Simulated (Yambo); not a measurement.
G0W0@PBEsol for CsAsF6 (space group R-3, No. 148) in Yambo. Reference settings: 2×2×2 Γ-centred k mesh, 258 bands and a 8 Ry block in the screening, 258 bands in G with the Bruneval-Gonze terminator, plasmon pole fitted at 27.2 eV. The PBEsol gap Γ → Γ on this mesh is 5.67 eV; G0W0 gaps are taken between the same points.

The settings were changed. The gap went from 10.13 eV to 10.15 eV, and the shift of the valence edge from -2.58 eV to -2.63 eV.

Which change was made?
(A) 1×1×1 mesh
(B) 66 bands in W, 66 bands in G, 3 Ry block
(C) 66 bands in W, 66 bands in G, 2 Ry block
(D) 4×4×4 mesh

D, 4×4×4 mesh. The others gave (gap, valence shift): 1×1×1 mesh: 9.91, -2.30 eV; 66 bands in W, 66 bands in G, 2 Ry block: 11.84, -3.82 eV; 66 bands in W, 66 bands in G, 3 Ry block: 11.32, -3.25 eV.

The standard potential for As keeps a d shell in the valence without the s and p states of that shell. In tests on such compounds this moved G0W0 gaps by up to about 0.9 eV, so absolute quasiparticle energies here are unreliable; differences between settings are what counts.

Spin-orbit coupling is not included.

Geometry of the Materials Project entry, not relaxed at this level; primitive cell a = 5.1671 Å, b = 5.1671 Å, c = 5.1671 Å, α = 96.53°, β = 96.53°, γ = 96.53°.

The structure is a Materials Project entry; no match was found in the copy of COD used, and its stability was not checked.

A shift is the quasiparticle energy of the state minus its PBEsol energy.
